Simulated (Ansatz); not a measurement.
An Ansatz (a quantum-chemistry and plane-wave program) run. Input:

Ansatz 0.2 input:
```yaml
crystal:
  lattice:
    - [3.0170250599, 0.0, 0.0]
    - [-1.5085125299, 2.6128203457, 0.0]
    - [0.0, 0.0, 3.1857684635]
  atoms:
    - { symbol: Ti, position: [0.0, 0.0, 0.0] }
    - { symbol: B, position: [0.3333333333, 0.6666666667, 0.5] }
    - { symbol: B, position: [0.6666666667, 0.3333333333, 0.5] }
kpoints:
  mp_grid: { grid: [33, 33, 27] }
hamiltonian:
  xc: pbesol
  pseudopotentials: { kind: paw }
scf:
  occupations: { method: fermi_dirac, width: 0.1 }
elastic: { mode: relaxed_ion, stencil: two_point, amplitude: 0.005, f_tol: 0.0005 }
```

Output (shortened):

```
Pseudopotentials: kind: paw
Pseudopotential: Ti, paw, valence charge 12
Pseudopotential: B, paw, valence charge 3
Functional definition: PBEsol
Crystal: 3 atoms, lattice volume = 25.113 Å³
Basis set: ecut = 420 eV, 503 PW (Γ), exchange–correlation on 48×48×48 points (8 copies of the dense FFT grid, shifted against one another)
Bands: 13, of which v1, the nominal top of the filled ones, is band 9 counted from 1 (8 counted from 0)
Symmetry: 24 space group operations
Space group: P6/mmm (ITA 191), of the structure as read, at distance tolerance 2.9e-5 Å
k-points: 1512 of 29403
PAW frozen core: Ti, regenerated for the run's functional, and the local potential with it
PAW frozen core: B, regenerated for the run's functional, and the local potential with it
Initial wavefunctions: pseudopotential atomic-orbital guess
Eigensolver: davidson
Functional: x = pbesol(κ = 0.804, μ = 0.12345679012345678), c = pbesol(β = 0.046)
all-band conjugate gradients solve this SCF's bands
SCF 1 converged in 8 iterations: F = -2782.628575 eV  dr2 = 9.98e-15
Crystal: 3 atoms, lattice volume = 24.988 Å³
Basis set: ecut = 420 eV, 479 PW (Γ), exchange–correlation on 48×48×48 points (8 copies of the dense FFT grid, shifted against one another)
Symmetry: 8 space group operations
k-points: 4046 of 29403
Initial density: handed on by an earlier stage of this run
Initial wavefunctions: pseudopotential atomic-orbital guess (no wavefunctions were taken with the density)
SCF 2 converged in 8 iterations: F = -2782.627132 eV  dr2 = 4.55e-14
relax step   1: F+E_penalty+E_count = -2782.62713199 eV  Δ(F+E_penalty+E_count) = +0.000e0 eV  max|allowed force component| = 1.911e-2 eV/Å  Δτ_max = 0.0000 Å  (8 SCF iters, accepted)
density extrapolation: transplant  |δρ|_rms = 3.917e-2 e/Å³  SAD shift = 7.588e-5 e/Å³
Crystal: 3 atoms, lattice volume = 24.988 Å³
Initial wavefunctions: those handed on with the density
SCF 3 converged in 9 iterations: F = -2782.627139 eV  dr2 = 0.0
relax step   2: F+E_penalty+E_count = -2782.62713905 eV  Δ(F+E_penalty+E_count) = -7.057e-6 eV  max|allowed force component| = 1.159e-2 eV/Å  Δτ_max = 0.0002 Å  (9 SCF iters, accepted)
density extrapolation: transplant  |δρ|_rms = 3.917e-2 e/Å³  SAD shift = 1.169e-4 e/Å³
Crystal: 3 atoms, lattice volume = 24.988 Å³
SCF 4 converged in 9 iterations: F = -2782.627143 eV  dr2 = 0.0
relax step   3: F+E_penalty+E_count = -2782.62714314 eV  Δ(F+E_penalty+E_count) = -4.097e-6 eV  max|allowed force component| = 1.834e-5 eV/Å  Δτ_max = 0.0004 Å  (9 SCF iters, accepted)
Crystal: 3 atoms, lattice volume = 24.988 Å³
SCF 5 converged in 9 iterations: F = -2782.627143 eV  dr2 = 2.09e-17
Crystal: 3 atoms, lattice volume = 25.239 Å³
SCF 6 converged in 8 iterations: F = -2782.627338 eV  dr2 = 4.06e-14
relax step   1: F+E_penalty+E_count = -2782.62733809 eV  Δ(F+E_penalty+E_count) = +0.000e0 eV  max|allowed force component| = 1.749e-2 eV/Å  Δτ_max = 0.0000 Å  (8 SCF iters, accepted)
density extrapolation: transplant  |δρ|_rms = 3.834e-2 e/Å³  SAD shift = 1.752e-4 e/Å³
Crystal: 3 atoms, lattice volume = 25.239 Å³
SCF 7 converged in 6 iterations: F = -2782.627348 eV  dr2 = 8.21e-15
relax step   2: F+E_penalty+E_count = -2782.62734760 eV  Δ(F+E_penalty+E_count) = -9.510e-6 eV  max|allowed force component| = 3.547e-4 eV/Å  Δτ_max = 0.0005 Å  (6 SCF iters, accepted)
Crystal: 3 atoms, lattice volume = 25.239 Å³
SCF 8 converged in 8 iterations: F = -2782.627348 eV  dr2 = 1.01e-17
density extrapolation: transplant  |δρ|_rms = 3.875e-2 e/Å³  SAD shift = 6.531e-3 e/Å³
Crystal: 3 atoms, lattice volume = 24.988 Å³
SCF 9 converged in 7 iterations: F = -2782.627701 eV  dr2 = 4.74e-15
density extrapolation: first-order (α = -2.000)  |δρ|_rms = 3.875e-2 e/Å³  SAD shift = 6.479e-3 e/Å³
Crystal: 3 atoms, lattice volume = 25.239 Å³
SCF 10 converged in 5 iterations: F = -2782.627591 eV  dr2 = 5.03e-14
Crystal: 3 atoms, lattice volume = 25.113 Å³
Basis set: ecut = 420 eV, 491 PW (Γ), exchange–correlation on 48×48×48 points (8 copies of the dense FFT grid, shifted against one another)
Symmetry: 4 space group operations
k-points: 7582 of 29403
SCF 11 converged in 7 iterations: F = -2782.628036 eV  dr2 = 3.48e-14
relax step   1: F+E_penalty+E_count = -2782.62803569 eV  Δ(F+E_penalty+E_count) = +0.000e0 eV  max|allowed force component| = 1.320e-4 eV/Å  Δτ_max = 0.0000 Å  (7 SCF iters, accepted)
Crystal: 3 atoms, lattice volume = 25.113 Å³
SCF 12 converged in 8 iterations: F = -2782.628036 eV  dr2 = 2.91e-17
Crystal: 3 atoms, lattice volume = 25.113 Å³
SCF 13 converged in 7 iterations: F = -2782.628036 eV  dr2 = 3.50e-14
relax step   1: F+E_penalty+E_count = -2782.62803569 eV  Δ(F+E_penalty+E_count) = +0.000e0 eV  max|allowed force component| = 1.320e-4 eV/Å  Δτ_max = 0.0000 Å  (7 SCF iters, accepted)
Crystal: 3 atoms, lattice volume = 25.113 Å³
SCF 14 converged in 8 iterations: F = -2782.628036 eV  dr2 = 2.85e-17
SCF converged after 8 iterations
Free energy (F): -2782.628575 eV
Harris-Foulkes:  -2782.628575 eV  (|F-HF|=4.55e-13)
Internal energy: -2782.616275 eV  (E = F + TS)
E sigma→0 (E₀):  -2782.622425 eV
Entropy (-TS):   -0.012300 eV (-4.100 meV/atom)
Fermi energy:    15.438701 eV
--- Per-component energies (eV) ---
  E_band       = -87.600759
  E_kinetic    = 377.265962
  E_local      = -775.783054  (includes V_loc(G=0)·N_el)
  E_nonlocal   = 30.185687
  E_hartree    = 329.740885
  E_xc         = -164.668961
  E_vxc        = -202.995824  (∫ρ·V_xc dr)
  E_paw        = -1173.368580  (= ΣΔE_a)
  E_vpaw       = -175.755386  (= ΣTr[D̂ρ^β])
  E_aug_tail   = 0.000083  (compensation charges beyond the density's cutoff)
  E_ewald      = -1406.157104
  E_core_change = 0.168806  (= ΣΔE_core)
  E_smearing   = -0.012300  (= −TS)
  E_closure    = 0.000000  (closes the sum)
  Σ components = -2782.628575   (vs F -2782.628575, Δ=0.00e0)
--- Forces (eV/Å), atoms counted from 1 ---
  atom   1  Ti     0.00000000     0.00000000     0.00000000
  atom   2  B      0.00000000     0.00000000     0.00000000
  atom   3  B      0.00000000     0.00000000     0.00000000
  max |Σ_I F_I| component: 1.85e-17 eV/Å
--- Stress (GPa, compression-positive) ---
        0.113618       0.000000       0.000000
        0.000000       0.113618       0.000000
        0.000000       0.000000      -0.081558
  P = ⅓ Tr σ = 0.0486 GPa (0.486 kbar)
  The stress holds the Pulay correction. Without it, at fixed plane waves, as pw.x and ABINIT print it: P = -0.1676 GPa
  The stress includes an estimate of the error left by incomplete SCF convergence (largest component 0.0000 GPa).
--- Band table (eV; the first three rows and the last of 1512) ---
  k-point 0: bands = ["-41.1742", "-17.6411", "-17.3222", "-17.3222", "1.8435", "12.7199", "12.7199", "13.2183", "13.2486", "17.4009", "17.4009", "19.2712", "19.2712"]
  k-point 1: bands = ["-41.1740", "-17.6443", "-17.3219", "-17.3219", "1.8630", "12.7351", "12.7351", "12.7643", "13.6830", "17.3450", "17.3450", "19.2370", "19.2370"]
  k-point 2: bands = ["-41.1733", "-17.6538", "-17.3211", "-17.3211", "1.9208", "12.2785", "12.7802", "12.7802", "14.1119", "17.1913", "17.1913", "19.1357", "19.1357"]
  k-point 1511: bands = ["-41.0901", "-17.7584", "-17.5929", "-17.5929", "6.7994", "6.7994", "9.6834", "12.2125", "12.2125", "18.0743", "19.8497", "19.8497", "20.1344"]
  band table: 13 of 13 bands, residual norms ≤ 1.0e-3 eV
--- Elastic constants: 3 strain directions × 2 members + reference (group order 24) ---
  dense FFT box of the reference and of every strained cell: 24×24×24
  strains applied: 11, 33, 23; error gains …
  C = ∂σ_k/∂η_j (tension-positive GPa; Voigt order 11 22 33 23 13 12):
       678.482     69.653    109.970      0.000      0.000      0.000
        69.653    678.482    109.970      0.000      0.000      0.000
       109.776    109.776    475.566      0.000      0.000      0.000
         0.000      0.000      0.000    276.095      0.000      0.000
         0.000      0.000      0.000      0.000    276.095      0.000
         0.000      0.000      0.000      0.000      0.000    304.414
  reference stress σ⁰ (GPa):     -0.114     -0.114      0.082      0.000      0.000      0.000
  moduli (Voigt/Reuss/Hill, GPa): K = 267.93/263.26/265.59   G = 274.20/267.94/271.07   E = 606.77   ν = 0.119
  mechanically stable: yes (min eigenvalue of sym C = 276.09 GPa)
  strain η (Voigt 11):  stress-route row diagonal C_11 = 678.48 GPa, energy-path curvature d²(F+E_count+ΔE)/dδ²/Ω₀ = 678.44 GPa
         δ    σ_11 (GPa)             F (eV)   n_scf  n_hpsi   n_pw
    -5.000e-3      -3.5534       -2782.6271431       9  938641    507   relax 3 steps, max|allowed force component| 1.83e-5 eV/Å
     5.000e-3       3.2314       -2782.6273476       8  885162    510   relax 2 steps, max|allowed force component| 3.55e-4 eV/Å
  strain η (Voigt 33):  stress-route row diagonal C_33 = 475.57 GPa, energy-path curvature d²(F+E_count+ΔE)/dδ²/Ω₀ = 475.52 GPa
         δ    σ_33 (GPa)             F (eV)   n_scf  n_hpsi   n_pw
    -5.000e-3      -2.3267       -2782.6277006       7  344663    507   relax 0 steps, max|allowed force component| 1.05e-16 eV/Å
     5.000e-3       2.4289       -2782.6275907       5  284875    513   relax 0 steps, max|allowed force component| 2.90e-16 eV/Å
  strain η (Voigt 23):  stress-route row diagonal C_44 = 276.09 GPa, energy-path curvature d²(F+E_count+ΔE)/dδ²/Ω₀ = 276.10 GPa
         δ    σ_23 (GPa)             F (eV)   n_scf  n_hpsi   n_pw
    -5.000e-3      -1.3805       -2782.6280357       8  1697087    508   relax 1 steps, max|allowed force component| 1.32e-4 eV/Å
     5.000e-3       1.3805       -2782.6280357       8  1697165    508   relax 1 steps, max|allowed force component| 1.32e-4 eV/Å
```

Cost: about 22 core-minutes (a rough figure) on shared cores.

The PBEsol relaxation kept the symmetry of its start. No spin polarisation was allowed. As this level gives no gap, shear constants depend on the k-mesh and smearing (Fermi–Dirac, 0.1 eV here).

Potentials: the later of the program's two PAW sets.

Ansatz is a plane-wave DFT program.
